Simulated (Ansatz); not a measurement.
SiGe (wurtzite, space group No. 186), the program Ansatz at the r²SCAN level (PAW). The conduction-band minimum lies at M, with 3 equivalent valleys. Second derivatives d²E/dk² of the lowest band at one valley (eV·Å²), along Cartesian directions:

| direction | d²E/dk² |
|---|---|
| [100] | 69.99 |
| [010] | 6.336 |
| [001] | 6.650 |
| [110] | 38.18 |
| [101] | 38.34 |
| [011] | 6.490 |

Find the principal effective masses, the density-of-states mass and the conductivity mass.

Off-diagonal terms follow from H_xy = H[110] − (H_xx + H_yy)/2, and m*/mₑ = 7.620 eV·Å² over each eigenvalue: 0.11, 1.1, 1.2. One valley's DOS mass (m₁m₂m₃)^(1/3) = 0.53, conductivity mass 3/(Σ 1/mᵢ) = 0.28 mₑ.

What effective density of states Nc follows at 300 K for parabolic valleys?

Nc = 2.509e19 × 3 × (0.53)^(3/2) ≈ 2.9e19 cm⁻³.

Space group P6_3mc (wurtzite). The cell is a constructed one: a structure type filled with these elements; the Crystallography Open Database copy checked does not list it. Whether it is the stable phase at ambient conditions was not checked. The cell was relaxed with r²SCAN under the symmetry of its start; its stability against distortions is not shown here. Scalar-relativistic: spin–orbit coupling is off unless named, which matters more the heavier the elements.

Potentials: the later of the program's two PAW sets.

Edges and masses are those of Kohn–Sham bands, whose gap is no quasiparticle gap.
